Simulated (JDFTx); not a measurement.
System: Hf(0001) (P6_3/mmc bulk; lattice of mp-103, not re-optimised at this level), 1x1 cell of 4 atoms in 4 planes, area 8.83 Å² a face, 7.4 Å between the outermost planes in a cell 23.6 Å high; k mesh 8×8×1, Fermi width 0.01 Ha, no spin polarisation.

Computed with a modified build of JDFTx: PBE, GBRV ultrasoft potentials, plane waves to 20/100 Ha. Liquid: CANDLE, water, 0.5 M KF. The neutral cell holds 48 valence electrons and has two faces of 8.826 Å² each. Last filling lines of the neutral and of a charged run (μ in hartree, zero in the bulk liquid):

```
FillingsUpdate:  mu: -0.142854609  nElectrons: 48.000000
FillingsUpdate:  mu: -0.161330000  nElectrons: 47.781681
```

Worked example: both potentials, by the convention U = −μ/e − 4.44 V vs SHE, the surface charge density and the mean capacitance.

U_pzc = 0.14285 × 27.2114 − 4.44 = -0.55 V; U = 0.16133 × 27.2114 − 4.44 = -0.05 V. The cell has -0.2183 excess electrons, a net charge of 0.2183 e, shared by two faces: σ = 0.2183 e / (2 × 8.826 Å²) = 0.01237 e/Å² = 19.8 μC/cm² (1 e/Å² = 1602.18 μC/cm²). C = σ/(U − U_pzc) = 19.8/0.50 ≈ 39 μF/cm².
